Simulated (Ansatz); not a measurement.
## Calculated with Ansatz: CsAs3Pd4, single run

The input file (Ansatz 0.2.0, plane waves):

```yaml
crystal:
  lattice:
    - [4.138247, 0.0, 0.0]
    - [0.0, 4.138247, 0.0]
    - [0.0, 0.0, 9.922044]
  atoms:
    - { symbol: Cs, position: [0.0, 0.0, 0.5] }
    - { symbol: Pd, position: [0.0, 0.5, 0.16323] }
    - { symbol: Pd, position: [0.5, 0.0, 0.16323] }
    - { symbol: Pd, position: [0.0, 0.5, 0.83677] }
    - { symbol: Pd, position: [0.5, 0.0, 0.83677] }
    - { symbol: As, position: [0.5, 0.5, 0.3015] }
    - { symbol: As, position: [0.5, 0.5, 0.6985] }
    - { symbol: As, position: [0.0, 0.0, 0.0] }
  symmetry: { tolerance: 0.0003 }
kpoints:
  mp_grid: { grid: [4, 4, 2], shift: [0, 0, 0] }
magnetization:
  spin_polarized: false
scf:
  occupations: { method: cold, width: 0.017 }
  convergence: { dr2_threshold: 1.0e-06 }
hamiltonian:
  pseudopotentials: { kind: paw }
  xc: pbe
  dispersion: d3bj
basis:
  ecutwfc: 420
output:
  forces: true
  stress: true
  eigenvalues: true
```

Run with:

```bash
ansatz run input.yaml --threads 1 --pin off --max-ram 2560MiB --backend cpu --events-out ev --progress --plain --runs-dir out
```

Origin of the cell: a known structure type with other elements, at an estimated volume, so it need not be a known compound.

Output (shortened):

```
SCF iter   1: F=—  HF=-48137.127822 eV  Δρ=3.22e-3  dr2=1.89e-2  defer=1
SCF iter   2: F=—  HF=-48137.131310 eV  S|Δr|=    0.00e0  Δρ=2.17e-3  dr2=3.85e-2  defer=76
SCF iter   3: F=—  HF=-48137.129186 eV  S|Δr|=    0.00e0  Δρ=2.22e-3  dr2=3.87e-2  defer=76
SCF iter   4: F=—  HF=-48137.126381 eV  S|Δr|=    0.00e0  Δρ=1.24e-3  dr2=6.52e-3  defer=76
SCF iter   5: F=—  HF=-48137.125784 eV  S|Δr|=    0.00e0  Δρ=9.19e-4  dr2=3.01e-3  defer=76
SCF iter   6: F=—  HF=-48137.125379 eV  S|Δr|=    0.00e0  Δρ=5.76e-4  dr2=1.17e-3  defer=76
SCF iter   7: F=—  HF=-48137.125155 eV  S|Δr|=    0.00e0  Δρ=1.30e-4  dr2=6.12e-5  defer=76
SCF iter   8: F=—  HF=-48137.125208 eV  S|Δr|=    0.00e0  Δρ=3.81e-5  dr2=2.22e-6  defer=76
SCF iter   9: F=-48137.125211 eV  HF=-48137.125211 eV  S|Δr|=    0.00e0  Δρ=1.32e-5  dr2=6.04e-7
SCF 1 converged in 9 iterations: F = -48137.125211 eV  dr2 = 6.04e-7
SCF converged after 9 iterations
Stability not checked: this state was not tested for a lower state beside it, because cold or Methfessel-Paxton smearing, or corrected tetrahedra, fill the levels in a way that the test cannot read (fill_not_monotonic; […]
Free energy (F): -48137.125211 eV
Harris-Foulkes:  -48137.125211 eV  (|F-HF|=1.87e-7)
Internal energy: -48137.124560 eV  (E = F + TS)
E sigma→0 (E₀):  -48137.124994 eV
Entropy (-TS):   -0.000651 eV (-0.081 meV/atom)
Fermi energy:    12.823542 eV
--- Per-component energies (eV) ---
  E_band       = -1682.549257
  E_kinetic    = 2509.969649
  E_local      = -20482.326920  (includes V_loc(G=0)·N_el)
  E_nonlocal   = -1110.613905
  E_hartree    = 9630.409574
  E_xc         = -1088.219937
  E_vxc        = -1212.925027  (∫ρ·V_xc dr)
  E_paw        = -25576.261956  (= ΣΔE_a)
  E_vpaw       = -647.434573  (= ΣTr[D̂ρ^β])
  E_aug_tail   = 0.000807  (compensation charges beyond the density's cutoff)
  E_ewald      = -12016.403957
  E_disp       = -3.677916  (pairwise vdW)
  E_smearing   = -0.000651  (= −TS)
  Σ components = -48137.125211   (vs F -48137.125211, Δ=0.00e0)
--- Forces (eV/Å), atoms counted from 1 ---
  atom   1  Cs    -0.000000     0.000000     0.000000
  atom   2  Pd     0.000000     0.000000    -0.557203
  atom   3  Pd     0.000000     0.000000    -0.557203
  atom   4  Pd    -0.000000     0.000000     0.557203
  atom   5  Pd    -0.000000     0.000000     0.557203
  atom   6  As    -0.000000     0.000000    -0.249723
  atom   7  As     0.000000     0.000000     0.249723
  atom   8  As     0.000000     0.000000     0.000000
  max |Σ_I F_I| component: 2.78e-17 eV/Å
--- Stress (GPa, compression-positive) ---
       -1.891742       0.000000       0.000000
        0.000000      -1.891742       0.000000
        0.000000       0.000000      -1.263232
  P = ⅓ Tr σ = -1.6822 GPa (-16.822 kbar)
```

Caveats: the SCF threshold is loose for forces; the SCF threshold is looser than advised for a stress; the k mesh is coarse if the cell is a metal.

The run took 8.8 s on 1 thread of Arm Neoverse V2, with other jobs on the host, peak memory 0.48 GiB, from the program's own first density.
